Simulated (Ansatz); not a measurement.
LiBr:
```
LiBr
1.0
    0.00000     2.75540     2.75540
    2.75540     0.00000     2.75540
    2.75540     2.75540     0.00000
Li Br
1 1
Direct
  0.00000   0.00000   0.00000
  0.50000   0.50000   0.50000
```

Tensor components refer to the Cartesian frame of this cell.

Task: Give the high-frequency dielectric tensor and the Born effective charge tensors of the independent atoms from DFPT, PBE in the plane-wave PAW code Ansatz.

Result: 
ε∞:
```
3.41  0.00  0.00
0.00  3.41  0.00
0.00  0.00  3.41
```
Z* of atom 1 (Li), rows: field, columns: displacement, in e:
```
1.24  0.00  0.00
0.00  1.24  0.00
0.00  0.00  1.24
```
Z* of atom 2 (Br), rows: field, columns: displacement, in e:
```
-1.24   0.00   0.00
 0.00  -1.24   0.00
 0.00   0.00  -1.24
```

Static charges for comparison (Bader): Li1 +0.90, Br2 -0.90 e. Born charges measure polarisation by displacement and can exceed these by far.

Space group Fm-3m (rock salt). The PBE relaxation kept the symmetry of its start; phonons on a q-mesh show no instability. Scalar-relativistic: spin–orbit coupling is off unless named, which matters more the heavier the elements.

Potentials: the later of the program's two PAW sets.
